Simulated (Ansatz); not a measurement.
## MoS2 with Se replacing S: field gradients at two levels of theory

Cell: a supercell of MoS2 (space group P6_3/mmc) built from a structure deposited in the COD, with the ions relaxed around the defect (PBE).

```cif
data_structure
_symmetry_space_group_name_H-M 'P 1'
_symmetry_Int_Tables_number 1
_cell_length_a 9.5070
_cell_length_b 6.3380
_cell_length_c 12.3240
_cell_angle_alpha 90.000
_cell_angle_beta 90.000
_cell_angle_gamma 120.000
_cell_volume 643.10
loop_
_atom_site_label
_atom_site_type_symbol
_atom_site_fract_x
_atom_site_fract_y
_atom_site_fract_z
_atom_site_occupancy
Mo1 Mo 0.11111 0.33333 0.24948 1
Mo2 Mo 0.11096 0.83322 0.24923 1
Mo3 Mo 0.44454 0.33338 0.24931 1
Mo4 Mo 0.44459 0.83347 0.24932 1
Mo5 Mo 0.77770 0.33341 0.24932 1
Mo6 Mo 0.77770 0.83314 0.24934 1
Mo7 Mo 0.22329 0.16538 0.75124 1
Mo8 Mo 0.22336 0.66962 0.75123 1
Mo9 Mo 0.55591 0.16718 0.75209 1
Mo10 Mo 0.55536 0.66627 0.75174 1
Mo11 Mo 0.88665 0.16497 0.75111 1
Mo12 Mo 0.88883 0.66663 0.75139 1
Se13 Se 0.11112 0.33335 0.61135 1
S14 S 0.11108 0.83330 0.62461 1
S15 S 0.44557 0.33333 0.62495 1
S16 S 0.44581 0.83520 0.62499 1
S17 S 0.77667 0.33337 0.62479 1
S18 S 0.77647 0.83149 0.62472 1
S19 S 0.22217 0.16679 0.12264 1
S20 S 0.22221 0.66649 0.12265 1
S21 S 0.55558 0.16670 0.12259 1
S22 S 0.55556 0.66666 0.12261 1
S23 S 0.88896 0.16670 0.12269 1
S24 S 0.88881 0.66663 0.12257 1
S25 S 0.11091 0.33319 0.87576 1
S26 S 0.11099 0.83324 0.87826 1
S27 S 0.44440 0.33337 0.87863 1
S28 S 0.44456 0.83334 0.87855 1
S29 S 0.77818 0.33391 0.87846 1
S30 S 0.77767 0.83298 0.87826 1
S31 S 0.22242 0.16632 0.37590 1
S32 S 0.22244 0.66733 0.37590 1
S33 S 0.55561 0.16674 0.37612 1
S34 S 0.55557 0.66664 0.37613 1
S35 S 0.88842 0.16631 0.37593 1
S36 S 0.88883 0.66662 0.37612 1
```

Sites (sets of like atoms) are named by element and the number of their first atom in this list.

First run. Computed with Ansatz: DFT, PBE, plane waves and PAW, scalar-relativistic, 420 eV cutoff, Γ-centred 3×4×2 k-points, Fermi–Dirac smearing 0.01 eV.

```
site  atom  V_zz (10²¹ V/m²)     η
 Mo2     2             -7.63  0.00
 Mo4     4             -7.65  0.00
 Mo7     7             -7.33  0.06
 Mo8     8             -7.32  0.06
 Mo9     9             -7.60  0.05
Mo10    10             -7.54  0.07
Mo11    11             -7.30  0.06
Mo12    12             -7.48  0.04
  Se    13             -8.11  0.01
 S25    25             -5.46  0.01
 S29    29             -5.19  0.06
 S30    30             -5.23  0.06
 S31    31             -5.18  0.01
 S35    35             -5.19  0.01
```

Second run. The same atoms and settings, except that the functional is r2SCAN and the cutoff is 500 eV.

Question: Given the first result, estimate the second.

Answer: 

```csv
site,atom,V_zz,η,change of V_zz
Mo2,2,-7.72,0.00,-0.09
Mo4,4,-7.73,0.00,-0.08
Mo7,7,-7.43,0.07,-0.10
Mo8,8,-7.42,0.07,-0.10
Mo9,9,-7.70,0.04,-0.10
Mo10,10,-7.63,0.07,-0.09
Mo11,11,-7.39,0.07,-0.09
Mo12,12,-7.58,0.04,-0.10
Se,13,-8.54,0.01,-0.43
S25,25,-5.53,0.01,-0.07
S29,29,-5.28,0.06,-0.09
S30,30,-5.32,0.06,-0.09
S31,31,-5.28,0.01,-0.10
S35,35,-5.29,0.01,-0.10
```

The largest change of V_zz is on Se, from -8.11 to -8.54. In per cent, |V_zz| changes by +1 on Mo, +5 on Se, +1 to +2 on S (all sites that start above 0.5). The table leaves out 16 of the 30 sites, with |V_zz| up to 7.73; their tensors move by 0.09 at most along any direction. The statements above cover all sites.

The defect repeats with the cell of 36 atoms, so it feels its images: sites between two images don't show the values beside a lone defect, and zeros or small values of η there can come from the images' arrangement. Mo and S carry a gradient in the pure host already, so the values there aren't the defect's effect alone. The shape of the repeated cell lowers the symmetry of the defect's site from 3m to 1, so η and the spread among like neighbours partly reflect the cell. Without spin–orbit coupling (the program notes it for Mo) the gradients can shift by some per cent, and by up to a factor of two as the program warns, since there is only a small gap.
